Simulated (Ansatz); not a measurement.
GaSb (wurtzite, space group No. 186), the program Ansatz at the PBEsol level (PAW), all energies at zero smearing, with the estimated change up to a 700 eV cutoff added, with one set of potentials and settings (totals compare only within such a set). Cell of 4 atoms (2 Ga, 2 Sb): -20303.027 eV.

```
element            reference phase  E (eV/atom)
-------  -------------------------  -----------
Ga       Cmce, 4 atoms in the cell   -3743.2031
Sb       R-3m, 2 atoms in the cell   -6408.0873
```

Formation energy per atom, worked out: (-20303.027 − 2×(-3743.2031) − 2×(-6408.0873))/4 = -0.112 eV/atom (-11 kJ per mol of atoms), at 0 K, without zero-point energy or fitted corrections.

Space group P6_3mc (wurtzite). The workflow started from a Materials Project entry (that database holds measured and hypothetical structures alike); the Crystallography Open Database copy checked does not list it. It is not the phase usual at ambient conditions (space group No. 216). Symmetry was held in the PBEsol relaxation; of distortions, only those at the zone centre were tested. The references are the lowest solids computed at this level, not always the standard phases. Spin–orbit coupling is left out wherever it is not named.

Potentials: the later of the program's two PAW sets.
